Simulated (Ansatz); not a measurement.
Al3GaN4 (Pm), a vibration from a frozen displacement

The calculation used DFT r2SCAN, scalar-relativistic, plane waves, PAW (Ansatz). Cutoff 500 eV, Γ-centred 6×8×4 k-points, Gaussian smearing of 0.05 eV. No spin polarisation. Energies are free energies at this smearing, counted from the undisturbed cell; pressure is positive in compression.

Zero of the scan (relaxed at this level; it needn't be the usual structure):

```xyz
8
Lattice="5.0381 0.0000 0.0001 0.0000 3.1249 0.0000 -0.0033 0.0000 5.4104" Properties=species:S:1:pos:R:3 pbc="T T T"
Al    2.5196    1.5625    0.9049
Al    0.0006    1.5625    4.5171
Al    0.0040    0.0000    1.7943
Ga    2.5143    0.0000    3.6045
N     0.5556    0.0000    3.6050
N     0.6175    1.5625    0.9043
N     3.1481    1.5625    4.5485
N     3.1397    0.0000    1.7631
```

Atom 1 (Al) is moved by x along the Cartesian unit vector (-0.814, 0.000, -0.582); the cell and all other atoms stay fixed. The cell's volume is 85.18 Å³; the moved atoms weigh 26.982 u together and the others 179.714 u.

| x (Å) | ΔE (meV/cell) | total force on the moved atoms along the move (eV/Å) | pressure (GPa) |
| --- | --- | --- | --- |
| -0.2000 | 395.66 | 3.7744 | 1.1445 |
| -0.1500 | 227.58 | 2.9362 | 0.6485 |
| -0.1000 | 103.27 | 2.0247 | 0.2866 |
| -0.0500 | 26.27 | 1.0437 | 0.0693 |
| 0.0000 | 0.00 | -0.0041 | 0.0071 |
| 0.0500 | 27.78 | -1.1182 | 0.1104 |
| 0.1000 | 112.92 | -2.2992 | 0.3895 |
| 0.1500 | 258.86 | -3.5501 | 0.8546 |
| 0.1750 | 355.74 | -4.2033 | 1.1602 |
| 0.2000 | 469.19 | -4.8759 | 1.5163 |

Question: What frequency belongs to this motion?

Answer: The force constant is k = −dF/dx = 21.619 eV/Å², from the parabola through x = -0.0500, 0 and 0.0500. In every cell the moved atoms swing against the rest, so the mass is μ = m₁m₂/(m₁ + m₂) = 23.459 u, and ν̃ = 521.5 cm⁻¹ × √(|k|/μ) = 501 cm⁻¹. The pattern needn't be a normal mode: ν̃² is then a weighted mean of the squared nonzero frequencies at the zone centre of this cell, taken without macroscopic field, so it lies between the lowest and the highest of them.

Question: How far does the harmonic law reach?

Answer: At x = -0.200 Å, kx²/2 = 432.37 meV against the computed 395.66 meV (-8.5 %): the well softens in this direction at large amplitude.